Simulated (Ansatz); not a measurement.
Bi2Pd:
```xyz
6
Lattice="0.0039 5.7092 0.0000 4.3091 0.0000 0.0000 -2.1514 -1.4998 -6.2695" Properties=species:S:1:pos:R:3 pbc="T T T"
Bi     2.1600     2.9006    -4.2583
Bi     0.0016     1.3088    -2.0112
Bi     0.0026    -0.1099    -5.3419
Bi     2.1590     4.3192    -0.9275
Pd     2.1562     0.1425    -3.4780
Pd     0.0054     4.0669    -2.7915
```

Relaxed with r²SCAN.

### Question
Map the electron localisation function on the plane through (0.171, 0.777, 0.555) spanned by u = [1, -1, 0] and v = [0, 1, -1] in lattice vectors, from the program Ansatz at the r²SCAN level (PAW).

### Answer
x is the fraction of u, y of v (the angle between them is 107°; rows are the nearest grid lines); atoms in the plane: Bi at (0.04, 0.70), Bi at (0.62, 0.41), Pd at (0.00, 0.00), Pd at (0.66, 0.11).
```
|3589843444433344333345554333333489843|
|8997433333222222333444444444333589988|
|8864333322111112234556666554333479998|
|3345554321100012356666766655433333333|
|6666666653210124677887778765433334566|
|7656677765321146788877788775323466677|
|4222467776421247888888888764323566774|
|0630267776311247888888887642235677620|
|1124787764210124678887653222356777631|
|7888877531000001122222334455567777777|
|7777764210000000011234566776667777777|
|6543221100000001246778887777777666666|
|2345666643100014677886434577776532222|
|7888888886311136777630230267765322357|
|8888888886421246777510421377664223578|
|8887888886311246777643346766643235778|
|8777788764211135666777666665433346788|
|7777776642100012345566544333333345677|
|6666666431100011234444333444333345566|
|5555544322111122333346899999743334555|
|3344333333333334433479854589742333333|
|8998743344444445433699867898532334688|
|8899853345444444433589999985323347998|
|3589843444433344333345554333333489843|
```
Scale: ten equal steps from 0.028 (start of '0') to 0.561 (end of '9'), in the order '0123456789'; x runs from 0.000 to 1.00, y from 0.000 (bottom) to 1.00 (top).

The density is the valence pseudo-density with augmentation charge, so density and ELF within about 1 Å of a nucleus are not all-electron values.

Space group C2/m. The workflow started from a Materials Project entry (that database holds measured and hypothetical structures alike); the Crystallography Open Database files this formula in space group No. 12, but the cells were not matched. Its standing as an ambient phase is unchecked. Symmetry was held in the r²SCAN relaxation; its stability against distortions is not shown here. The run is not spin-polarised. Spin–orbit coupling is left out wherever it is not named.

Potentials: the later of the program's two PAW sets.
